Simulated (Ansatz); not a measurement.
# Guessed and relaxed cells of Sr2Si4Bi

The cell of Sr2Si4Bi is invented: Bi between sheets of the CeSi2 type, stage 2 (P4/mmm, No. 123) (host SrSi2; sites filled 1 of 1). A sheet's type names the database crystal that the layer was cut from. Lengths were set from tabulated atomic sizes, so they are only a guess.

start.cif

```cif
data_structure
_symmetry_space_group_name_H-M 'P 1'
_symmetry_Int_Tables_number 1
_cell_length_a 4.2095
_cell_length_b 4.2095
_cell_length_c 10.9217
_cell_angle_alpha 90.000
_cell_angle_beta 90.000
_cell_angle_gamma 90.000
_cell_volume 193.53
loop_
_atom_site_label
_atom_site_type_symbol
_atom_site_fract_x
_atom_site_fract_y
_atom_site_fract_z
_atom_site_occupancy
Sr1 Sr 0.00000 0.00000 0.77381 1
Sr2 Sr 0.00000 0.00000 0.22619 1
Si1 Si 0.50000 0.50000 0.89928 1
Si2 Si 0.50000 0.50000 0.64833 1
Si3 Si 0.50000 0.50000 0.35167 1
Si4 Si 0.50000 0.50000 0.10072 1
Bi1 Bi 0.00000 0.00000 0.00000 1
```

Method: Ansatz 0.2.0, DFT PBE+D3(BJ), scalar-relativistic, plane waves, PAW. Cutoff 420 eV, Gaussian smearing, Γ-centred meshes. Cell and atoms relax first on a coarse mesh and then on a finer one. In between, the cell is made exact in the group found at 0.06 Å. In metals the finer mesh still leaves noise of several meV/atom or more. The steps can't lower the symmetry of their start. No spin polarisation.

end.cif

```cif
data_structure
_symmetry_space_group_name_H-M 'P 1'
_symmetry_Int_Tables_number 1
_cell_length_a 4.2277
_cell_length_b 4.2277
_cell_length_c 9.9188
_cell_angle_alpha 90.000
_cell_angle_beta 90.000
_cell_angle_gamma 90.000
_cell_volume 177.28
loop_
_atom_site_label
_atom_site_type_symbol
_atom_site_fract_x
_atom_site_fract_y
_atom_site_fract_z
_atom_site_occupancy
Sr1 Sr 0.00000 0.00000 0.68017 1
Sr2 Sr 0.00000 0.00000 0.31983 1
Si1 Si 0.50000 0.50000 0.86647 1
Si2 Si 0.50000 0.50000 0.61834 1
Si3 Si 0.50000 0.50000 0.38166 1
Si4 Si 0.50000 0.50000 0.13353 1
Bi1 Bi 0.00000 0.00000 0.00000 1
```

The symmetry stays P4/mmm (No. 123). The volume per atom shrinks by 8.4 %, from 27.6 to 25.3 Å³. The shortest distance goes from 2.20 Å (Si–Si) to 2.35 Å (Si–Si). The energy falls by about 0.88 eV/atom (the start's value is from the coarse mesh).

| Property | Result |
| --- | --- |
| Volume per atom | 25.33 Å³ |
| Density | 4.65 g/cm³ |
| Energy over the elements | +0.10 eV/atom |
| Gap on the 10×10×4 mesh of the 7-atom cell | 0 eV (a metal) |

The zero of energy is the elements' standard structures at the same level; no fitted shifts are applied. It can't be a ground state, since the elements alone are lower.

The last run used Gaussian smearing of 0.10 eV. These runs have no spin–orbit coupling, which can matter for Bi. The cell is a metal run without spin; a magnetic state may lie lower. A structure relaxed within its symmetry needn't be a true minimum. In all, the 3 runs took 11 min on 1 thread of Arm Neoverse N1 (shared host).
